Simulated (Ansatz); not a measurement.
The relaxed structure here is a generated cell of TiC: the first start was made by placing the elements on the sites of a structure type, and the end was not matched to a known phase here, so it may be hypothetical. Known forms of TiC include space group No. 225.

A relaxed cell of TiC (P6/mmm (No. 191)), relaxed on a k-mesh at least as fine as the one used below. All values below come from PBEsol (plane waves to 420 eV, PAW, scalar-relativistic; Ansatz, an electronic-structure program). Γ-centred k-mesh 7×7×6 on the run's cell (coarser than for final values), Fermi–Dirac smearing 0.05 eV.

```xyz
12
Lattice="5.2719 0.0000 0.0000 -2.6360 4.5656 0.0000 0.0000 0.0000 5.8930" Properties=species:S:1:pos:R:3 pbc="T T T"
Ti     2.6360     0.0000     0.0000
Ti     2.6360     0.0000     2.9465
Ti     1.3180     2.2828     0.0000
Ti     1.3180     2.2828     2.9465
Ti    -1.3180     2.2828     0.0000
Ti    -1.3180     2.2828     2.9465
C      0.0000     0.0000     0.0000
C      0.0000     0.0000     2.9465
C      0.0000     3.0437     1.4733
C      0.0000     3.0437     4.4198
C      2.6360     1.5219     1.4733
C      2.6360     1.5219     4.4198
```

The atoms are displaced along an unstable phonon of this cell by (Å):

```
atom     ux     uy      uz
----  -----  -----  ------
Ti1   0.000  0.000   0.007
Ti2   0.000  0.000  -0.007
Ti3   0.000  0.000   0.007
Ti4   0.000  0.000  -0.007
Ti5   0.000  0.000   0.007
Ti6   0.000  0.000  -0.007
C7    0.000  0.000   0.150
C8    0.000  0.000  -0.150
C9    0.000  0.000   0.000
C10   0.000  0.000   0.000
C11   0.000  0.000   0.000
C12   0.000  0.000   0.000
```

**Question.** What forces (eV/Å) and pressure result?

**Answer.** 
| atom | Fx | Fy | Fz |
|---|---|---|---|
| Ti1 | 0.00 | 0.00 | 0.04 |
| Ti2 | 0.00 | 0.00 | -0.04 |
| Ti3 | 0.00 | 0.00 | 0.04 |
| Ti4 | 0.00 | 0.00 | -0.04 |
| Ti5 | 0.00 | 0.00 | 0.04 |
| Ti6 | 0.00 | 0.00 | -0.04 |
| C7 | 0.00 | 0.00 | 0.51 |
| C8 | 0.00 | 0.00 | -0.51 |
| C9 | 0.00 | 0.00 | 0.00 |
| C10 | 0.00 | 0.00 | 0.00 |
| C11 | 0.00 | 0.00 | 0.00 |
| C12 | 0.00 | 0.00 | 0.00 |

Pressure -0.2 GPa.

The undisplaced cell is probably no minimum: from this displacement the run went on to P6/mmm (No. 191), 0.22 eV/atom below it.

No spin polarisation in the result.
